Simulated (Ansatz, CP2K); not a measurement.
Given: the input of a run of CP2K 2026.2 on La3Hf. The cell comes from a database or a generator and needn't be the stable form of this composition.

File la3hf_scf.inp:

```
&GLOBAL
  PROJECT la3hf_scf
  RUN_TYPE ENERGY_FORCE
  PRINT_LEVEL LOW
&END GLOBAL
&FORCE_EVAL
  METHOD QS
  STRESS_TENSOR ANALYTICAL
  &DFT
    BASIS_SET_FILE_NAME BASIS_MOLOPT_UZH
    BASIS_SET_FILE_NAME BASIS_MOLOPT_UCL
    POTENTIAL_FILE_NAME POTENTIAL_UZH
    &MGRID
      CUTOFF 450
      REL_CUTOFF 60
      NGRIDS 4
    &END MGRID
    &QS
      METHOD GPW
      EPS_DEFAULT 1.0E-10
    &END QS
    &KPOINTS
      SCHEME MONKHORST-PACK 5 5 5
      GAMMA_CENTERED T
      SYMMETRY T
      SYMMETRY_BACKEND SPGLIB
    &END KPOINTS
    &SCF
      SCF_GUESS ATOMIC
      EPS_SCF 1.0E-6
      MAX_SCF 100
      ADDED_MOS 32
      CHOLESKY OFF
      EPS_EIGVAL 1.0E-7
      &DIAGONALIZATION ON
        ALGORITHM STANDARD
      &END DIAGONALIZATION
      &MIXING ON
        METHOD BROYDEN_MIXING
        ALPHA 0.4
        BETA 1.5
        NBUFFER 8
      &END MIXING
      &SMEAR ON
        METHOD FERMI_DIRAC
        ELECTRONIC_TEMPERATURE [K] 580.226
      &END SMEAR
    &END SCF
    &XC
      &XC_FUNCTIONAL
        &GGA_X_PBE
        &END GGA_X_PBE
        &GGA_C_PBE
        &END GGA_C_PBE
      &END XC_FUNCTIONAL
    &END XC
    &PRINT
      &KPOINTS ON
      &END KPOINTS
      &MULLIKEN ON
      &END MULLIKEN
      &MO ON
        ENERGIES T
        OCCUPATION_NUMBERS T
        &EACH
          QS_SCF 0
        &END EACH
        ADD_LAST NUMERIC
      &END MO
      &LOWDIN ON
      &END LOWDIN
      &HIRSHFELD ON
        SHAPE_FUNCTION DENSITY
      &END HIRSHFELD
    &END PRINT
  &END DFT
  &SUBSYS
    &CELL
      A 5.0451320000 0.0000000000 0.0000000000
      B 0.0000000000 5.0451320000 0.0000000000
      C 0.0000000000 0.0000000000 5.0451320000
      PERIODIC XYZ
    &END CELL
    &COORD
      SCALED
      Hf  0.0000000000 0.0000000000 0.0000000000
      La  0.5000000000 0.5000000000 0.0000000000
      La  0.5000000000 0.0000000000 0.5000000000
      La  0.0000000000 0.5000000000 0.5000000000
    &END COORD
    &KIND Hf
      BASIS_SET TZVP-MOLOPT-PBE-GTH-q12
      POTENTIAL GTH-PBE-q12
    &END KIND
    &KIND La
      BASIS_SET TZVP-MOLOPT-SR-GTH-q11
      POTENTIAL GTH-PBE-q11
      POTENTIAL_FILE_NAME GTH_POTENTIALS
    &END KIND
    &PRINT
      &ATOMIC_COORDINATES ON
      &END ATOMIC_COORDINATES
      &CELL ON
      &END CELL
      &SYMMETRY ON
      &END SYMMETRY
    &END PRINT
  &END SUBSYS
  &PRINT
    &FORCES ON
    &END FORCES
    &STRESS_TENSOR ON
    &END STRESS_TENSOR
  &END PRINT
&END FORCE_EVAL
```

Potentials or basis: POTENTIAL_UZH Hf GTH-PBE-q12; GTH_POTENTIALS La GTH-PBE-q11; TZVP-MOLOPT-PBE-GTH, TZVP-MOLOPT-SR-GTH basis.

The run is started by

```sh
$ OMP_NUM_THREADS=1 cp2k.psmp -i la3hf_scf.inp -o la3hf_scf.out
```

Translate it to Ansatz 0.2.0. Potentials or basis there: Ansatz PAW, cutoff 420 eV.

As run (cutoffs and basis follow the program's own potentials, and thresholds, step limits or extra output files can differ):

File input.yaml:

```yaml
crystal:
  lattice:
    - [5.045132, 0.0, 0.0]
    - [0.0, 5.045132, 0.0]
    - [0.0, 0.0, 5.045132]
  atoms:
    - { symbol: Hf, position: [0.0, 0.0, 0.0] }
    - { symbol: La, position: [0.5, 0.5, 0.0] }
    - { symbol: La, position: [0.5, 0.0, 0.5] }
    - { symbol: La, position: [0.0, 0.5, 0.5] }
hamiltonian:
  xc: pbe
  pseudopotentials: { kind: paw }
kpoints:
  mp_grid: { grid: [5, 5, 5] }
scf:
  occupations: { method: fermi_dirac, width: 0.05 }
output:
  forces: true
  stress: true
  eigenvalues: true
```

Potentials or basis: Ansatz PAW.

Command:

```bash
$ ansatz run input.yaml --threads 2 --pin off --max-ram 5120MiB --backend cpu --events-out ev --progress --plain --runs-dir out
```

Both were run:

|  | CP2K | Ansatz |
| --- | --- | --- |
| Pressure | 1.2 GPa | 0.0 GPa |

Ansatz's pressure holds a Pulay term of +0.01 GPa for its cutoff of 420 eV, which the other run lacks.

The potentials hold 45 and 59 valence electrons a cell.

Where Ansatz's input types no cutoff or centring, it takes its own default and a Γ-centred mesh.

Pressure is positive in compression.
